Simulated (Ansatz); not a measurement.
Level of theory: Ansatz 0.2.0, DFT PBE, scalar-relativistic, plane waves, PAW. Settings: cutoff 420 eV, Γ-centred meshes spaced at most about 0.3 Å⁻¹, and about 0.25 Å⁻¹ or finer for metals (2π included), Gaussian smearing. No spin polarisation in the final relaxations.

These are static total energies at zero pressure.

Two relaxed structures of Ta₄GeIr:

A.

```cif
data_structure
_symmetry_space_group_name_H-M 'F-43m'
_symmetry_Int_Tables_number 216
_cell_length_a 7.5940
_cell_length_b 7.5940
_cell_length_c 7.5940
_cell_angle_alpha 90.000
_cell_angle_beta 90.000
_cell_angle_gamma 90.000
_cell_volume 437.93
loop_
_atom_site_label
_atom_site_type_symbol
_atom_site_symmetry_multiplicity
_atom_site_Wyckoff_symbol
_atom_site_fract_x
_atom_site_fract_y
_atom_site_fract_z
_atom_site_occupancy
Ta1 Ta 16 e 0.62422 0.12422 0.12422 1
Ge1 Ge 4 c 0.25000 0.25000 0.25000 1
Ir1 Ir 4 a 0.00000 0.00000 0.00000 1
```

B.

```cif
data_structure
_symmetry_space_group_name_H-M 'P6/mmm'
_symmetry_Int_Tables_number 191
_cell_length_a 4.7186
_cell_length_b 4.7186
_cell_length_c 5.4014
_cell_angle_alpha 90.000
_cell_angle_beta 90.000
_cell_angle_gamma 120.000
_cell_volume 104.15
loop_
_atom_site_label
_atom_site_type_symbol
_atom_site_symmetry_multiplicity
_atom_site_Wyckoff_symbol
_atom_site_fract_x
_atom_site_fract_y
_atom_site_fract_z
_atom_site_occupancy
Ta1 Ta 4 h 0.33333 0.66667 0.75195 1
Ge1 Ge 1 b 0.00000 0.00000 0.50000 1
Ir1 Ir 1 a 0.00000 0.00000 0.00000 1
```

Problem. Which would you expect to be lower, and how large is the difference?

Solution. B is lower, by 144 meV/atom. A has space group F-43m (No. 216), 18.2 Å³/atom and no gap on its mesh; B has space group P6/mmm (No. 191), 17.4 Å³/atom and no gap. Counting Ir or Ta atoms around Ge (for each partner element, those within 1.25 times its shortest distance or 1.15 times the sum of covalent radii, where it is the nearest in units of that sum or under 1.3; a plus sign parts groups by distance over the sum of covalent radii), A has Ge 12+4 and B has Ge 14. The denser one is the lower, and pressure would at first widen the difference. Even the lower one lies +0.27 eV/atom against the reference forms of the elements (uncorrected), so neither is stable at this level. Both come from invented guesses.

These runs have no spin–orbit coupling, which can matter for Ir and Ta. Cells relaxed within their symmetry can be saddle points.
